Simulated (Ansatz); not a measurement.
Here is the system:

Relaxed Se (trigonal-Se type, space group P3_121):

```
CELL_PARAMETERS angstrom
      4.52940     0.00000     0.00000
     -2.26470     3.92257     0.00000
      0.00000     0.00000     5.04244
ATOMIC_POSITIONS crystal
  Se 0.21841 0.00000 0.83333
  Se 0.00000 0.21841 0.16667
  Se 0.78159 0.78159 0.50000
```

Scan: atom 2 (Se, nearest neighbour Se at 2.400 Å; its periodic images, 4.5 Å or more away, move with it) is displaced along Cartesian x, direction (1.000, 0.000, 0.000) in Cartesian axes, by s. The other atoms stay.

The numbers are results of PBE (plane waves to 420 eV, PAW, scalar-relativistic; Ansatz, a quantum-chemistry and plane-wave program), not measurements. k mesh 7×7×5 (Γ-centred), Fermi-Dirac smearing 0.05 eV. The energy includes the smearing's −TS. As the smearing reaches across the gap at some points, energies and forces of such displacements shift with the k mesh and the smearing. Se was relaxed with its symmetry unable to fall. The PAW data are Ansatz's earlier set. ΔE is measured from the undisplaced structure.

The scan covers s from -0.480 to 0.480 Å in 11 points.

### Question
Is the energy the same for displacements of ±0.480 Å, and if not, which side lies higher?

### Answer
Not even: the positive side lies higher at ±0.480 Å. With its periodic images moving along, the atom's site symmetry in this cell is 2.

### Question
What force acts on the atom along the line at s = -0.480 Å?

### Answer
1.41 eV/Å.

### Question
What is the force constant k = d²E/ds² of this move at s = 0?

### Answer
3.99 eV/Å².

(A displaced cell: forces are minus the slopes of the energy, force constants its curvatures, and phonons follow from these.)
